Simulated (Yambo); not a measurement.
Consider the following.

```xyz
2
Lattice="0.0000 3.4216 3.4216 3.4216 0.0000 3.4216 3.4216 3.4216 0.0000" Properties=species:S:1:pos:R:3 pbc="T T T"
Br     3.4216     3.4216     3.4216
Rb     0.0000     0.0000     0.0000
```

Workflow: PBEsol (pw.x of Quantum ESPRESSO, ONCV potentials, with spin-orbit coupling), then G0W0 in Yambo (4×4×4 Γ-centred k mesh, 224 bands and a 7 Ry block in the screening, 224 bands in G with the Bruneval-Gonze terminator, plasmon pole fitted at 27.2 eV).

Problem. Give the PBEsol and G0W0 gaps between the band edges found on this mesh, and say where the edges lie.

Solution. Edges: Γ → Γ. PBEsol: 4.06 eV; G0W0: 6.58 eV. Nearest settings tried, and what they do to the gap: 138 bands in W, 138 bands in G: -34 meV; 3 Ry block (65 vectors against 181): -214 meV. Not varied: mesh. So the settings aren't converged at that level. 

Geometry relaxed with PBEsol.
